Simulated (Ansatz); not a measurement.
# Formation energy of HfB2

```
Hf B
1.0
     3.14511    0.00000    0.00000
    -1.57255    2.72374    0.00000
     0.00000    0.00000    3.48738
Hf B
1 2
Direct
  0.00000 0.00000 0.00000
  0.33333 0.66667 0.50000
  0.66667 0.33333 0.50000
```

The cell comes from a relaxation on PAW files under the same functional, begun from a database entry that needn't be the ground state.

All numbers are PBE results (scalar-relativistic) from Ansatz 0.2.0, with a Γ-centred 13×13×10 k mesh, Fermi–Dirac smearing of 0.05 eV, no spin polarisation. Methods: LAPW: all electrons, basis error target 0.5 meV/atom; PAW: frozen-core files, cutoff 420 eV; norm-conserving: pseudopotentials, cutoff 1143 eV.

The elements are taken as B alpha-B12, Hf hcp, each relaxed on PAW files under the same functional and computed by the same method as the compound; zero-point and thermal terms are left out.

Spin–orbit coupling is left out, which matters for the heavy atoms. The norm-conserving files are those that the library serves for this functional.

(1) Give the formation energy by each method, with the residual pressure at this cell and the LAPW gap.

(2) Give the LAPW value for one formula unit in kJ/mol.

(3) How does the cell move when LAPW relaxes it further?

Results:

(1) 

```tsv
method	ΔE(formation) (eV/atom)	P at this cell (GPa)	gap (eV)
LAPW	-1.006	0.10	0.00
PAW	-1.008	0.01	–
norm-conserving	-1.007	0.13	–
```

(2) -1.006 eV/atom × 3 atoms × 96.485 kJ/(mol·eV) = -291.2 kJ/mol, at zero temperature and without zero-point motion.

(3) The volume goes from 9.958 to 9.963 Å³/atom (+0.04 %).
